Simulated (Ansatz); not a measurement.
Computed properties of OsC

OsC:
```cif
data_COs
_chemical_formula_sum 'Os1 C1'
_space_group_name_H-M_alt 'P 1'
_space_group_IT_number 1
_cell_length_a 3.07726
_cell_length_b 3.07726
_cell_length_c 3.07726
_cell_angle_alpha 60.000
_cell_angle_beta 60.000
_cell_angle_gamma 60.000
loop_
_space_group_symop_operation_xyz
  'x, y, z'
loop_
_atom_site_label
_atom_site_type_symbol
_atom_site_fract_x
_atom_site_fract_y
_atom_site_fract_z
_atom_site_occupancy
Os1 Os 0.00000 0.00000 0.00000 1
C1 C 0.50000 0.50000 0.50000 1
```

Space group Fm-3m (No. 225), rock salt; conventional cell a = b = c = 4.352 Å, α = β = γ = 90.00°.

Method: the program Ansatz at the PBE level (PAW). Structure relaxed to zero pressure with the same functional. Other levels are named where they apply.

**Cell and energy**

```json
{
 "volume_per_atom": "10.30 Å³",
 "density": "16.30 g/cm³",
 "Formation energy from the elements (no fitted shifts)": "1.38 eV/atom"
}
```

**Electronic structure**

```json
{
  "electronic_character": "metallic (no gap)",
  "Density of states at the Fermi level": "0.59 states/eV per atom (mean over ±0.08 eV)",
  "Gap with spin–orbit coupling": "none (metallic)"
}
```

**Mechanics**

```json
{
 "Bulk modulus (Birch–Murnaghan fit)": "352 GPa",
 "Pressure derivative B′": "4.5"
}
```

The start of the workflow was typed in or built on a structure type; neither database checked (COD, Materials Project) lists it. Whether it is the stable phase at ambient conditions was not checked. The PBE relaxation kept the symmetry of its start; its stability against distortions is not shown here. No spin polarisation was allowed. Its formation energy is positive at this level, so the cell may be metastable or incomplete. The references are the lowest solids computed at this level, not always the standard phases. Scalar-relativistic: spin–orbit coupling is off unless named, which matters more the heavier the elements.

Potentials: the later of the program's two PAW sets.
